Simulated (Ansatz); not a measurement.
This run works on a generated trial structure, not on a known crystal.

Input and command of a plane-wave DFT calculation in Ansatz:

```yaml
crystal:
  lattice:
    - [4.1712492386, 0.0, 0.0]
    - [-2.0856246193, 3.6124078061, 0.0]
    - [0.0, 0.0, 10.2434015929]
  atoms:
    - { symbol: In, position: [0.6666666667, 0.3333333333, 0.3349295515] }
    - { symbol: Ga, position: [0.0, 0.0, 0.993602216] }
    - { symbol: Ga, position: [0.3333333333, 0.6666666667, 0.673196172] }
    - { symbol: As, position: [0.0, 0.0, 0.2358159657] }
    - { symbol: As, position: [0.6666666667, 0.3333333333, 0.595951475] }
    - { symbol: As, position: [0.3333333333, 0.6666666667, 0.9165046198] }
basis:
  ecutwfc: 420
kpoints:
  mp_grid: { grid: [12, 12, 4] }
hamiltonian:
  xc: pbe
scf:
  occupations: { method: gaussian, width: 0.1 }
output:
  forces: true
  stress: true
  eigenvalues: true
  write_density: true
  write_potential: true
  elf: true
  volumetric_format: npy
relax:
  adjacent_minimum: "off"
  f_tol: 0.01
  max_steps: 80
  cell: { stress_tol: 0.05 }
```

```bash
ansatz run input.yaml --threads 1 --pin off --max-ram 2560MiB --backend cpu --events-out ev --progress --plain --runs-dir out
```

Processor: Arm Neoverse V2, 1 thread, on a host shared with other jobs.

Estimate time, memory and problem size.

About 4 min, peak memory 0.65 GiB. It solves 51 bands at 69 k points (after reduction by symmetry) with about 2969 plane waves (on the last cell), in 24 SCF iterations over 4 ionic steps.
